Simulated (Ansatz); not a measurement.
NaCl (rock salt, space group No. 225), a = b = c = 5.4643 Å, α = β = γ = 90.00°; the cell used has 2 atoms.

Relaxed with LDA.

Question: Give the optical modes at the zone centre with their infrared and Raman activity from DFPT, LDA (plane waves, PAW; program Ansatz).

Answer: Transverse frequencies, without the LO–TO term; a row sums one degenerate level.

```
ω (cm⁻¹)  degeneracy  IR ((D/Å)²/amu)  Raman (Å⁴/amu)  activity  symmetry
--------  ----------  ---------------  --------------  --------  --------
188                3             5.70               0        IR       T1u
```

Question: How high does the top mode go among those that the LO–TO term moves?

Answer: 270 cm⁻¹ for q along x.

Space group Fm-3m (rock salt). Symmetry was held in the LDA relaxation.

Potentials: the earlier of the program's two PAW sets. The files were generated under PBE; for other functionals the program regenerates the frozen cores, and for LDA and PBEsol the local potential too.
